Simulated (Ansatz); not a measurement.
NaI:
```yaml
crystal:
  lattice:
    - [0.00000, 3.24432, 3.24432]
    - [3.24432, 0.00000, 3.24432]
    - [3.24432, 3.24432, 0.00000]
  atoms:
    - { symbol: Na, position: [0.00000, 0.00000, 0.00000] }
    - { symbol: I, position: [0.50000, 0.50000, 0.50000] }
```

Relaxed with HSE06.

Task: Give the Bader charges and basin volumes of the independent atoms, HSE06 in the plane-wave PAW code Ansatz.

Result: 

```csv
atom,Bader charge (e),Bader volume (Å³)
Na1,+0.87,10.6
I2,-0.87,57.7
```

Space group Fm-3m (rock salt). Symmetry was held in the HSE06 relaxation. Scalar-relativistic: spin–orbit coupling is off unless named, which matters more the heavier the elements.

Potentials: the later of the program's two PAW sets.
